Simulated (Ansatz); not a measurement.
The cell below belongs to a search over invented structures; it isn't taken from experiment.

Input and command of a plane-wave DFT calculation in Ansatz:

```yaml
crystal:
  lattice:
    - [3.627105113, 0.0, 0.0]
    - [-1.8135525565, 3.1411651701, 0.0]
    - [0.0, 0.0, 5.0691842321]
  atoms:
    - { symbol: Nb, position: [0.0, 0.0, 0.0] }
    - { symbol: Si, position: [0.0, 0.0, 0.5] }
    - { symbol: O, position: [0.3333333333, 0.6666666667, 0.7742664409] }
    - { symbol: O, position: [0.3333333333, 0.6666666667, 0.2257335591] }
    - { symbol: O, position: [0.6666666667, 0.3333333333, 0.7742664409] }
    - { symbol: O, position: [0.6666666667, 0.3333333333, 0.2257335591] }
basis:
  ecutwfc: 420
kpoints:
  mp_grid: { grid: [12, 12, 8] }
hamiltonian:
  xc: pbe
scf:
  occupations: { method: gaussian, width: 0.1 }
output:
  forces: true
  stress: true
  eigenvalues: true
  write_density: true
  write_potential: true
  elf: true
  volumetric_format: npy
relax:
  adjacent_minimum: "off"
  f_tol: 0.01
  max_steps: 80
  cell: { stress_tol: 0.05 }
```

```bash
ansatz run input.yaml --threads 1 --pin off --max-ram 2560MiB --backend cpu --events-out ev --progress --plain --runs-dir out
```

Processor: Intel(R) Xeon(R) Processor @ 2.50GHz (Skylake/Cascade Lake), 1 thread, on a host shared with other jobs.

Problem. Estimate time, memory and problem size.

Solution. About 2.2 min, peak memory 0.45 GiB. It solves 27 bands at 95 k points (after reduction by symmetry) with about 1145 plane waves (on the last cell), in 44 SCF iterations over 7 ionic steps.
